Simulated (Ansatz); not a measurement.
One starting cell of HfO₂ (a generated cell, HfO2 placed in the polar-ZrO2 structure type) was relaxed twice with Ansatz (plane waves, PAW, scalar-relativistic): with r2SCAN at 500 eV and with PBE at 420 eV. The r2SCAN result:

```
CELL_PARAMETERS angstrom
      5.24718     0.00000     0.00000
      0.00000     5.03060     0.00000
      0.00000     0.00000     5.05984
ATOMIC_POSITIONS crystal
  Hf 0.03246 0.26701 0.24857
  Hf 0.96754 0.73299 0.74857
  Hf 0.53246 0.73299 0.24857
  Hf 0.46754 0.26701 0.74857
  O  0.36706 0.06999 0.10889
  O  0.63294 0.93001 0.60889
  O  0.86706 0.93001 0.10889
  O  0.13294 0.06999 0.60889
  O  0.23211 0.53888 0.99853
  O  0.76789 0.46112 0.49853
  O  0.73211 0.46112 0.99853
  O  0.26789 0.53888 0.49853
```

| quantity | r2SCAN | PBE |
|---|---|---|
| space group | Pca2₁ | Pca2₁ |
| volume (Å³/atom) | 11.13 | 11.41 |
| a (Å) | 5.247 | 5.294 |
| b (Å) | 5.031 | 5.070 |
| c (Å) | 5.060 | 5.102 |
| gap (eV, no spin-orbit coupling) | 4.97 | 4.39 |

Both levels end in the same structure; PBE's volume is 2.5 % larger; its gap is 0.58 eV smaller. Neither column is exact.

No spin polarisation in the result.

The run could not lose the symmetry of its start.

The first start was generated by placing the elements on the sites of a structure type. Materials Project lists a structure of HfO2 in the same space group, Pca2₁ (No. 29); the sites were not compared with it, nor with measured phases.

Ansatz is a program for electronic structure.
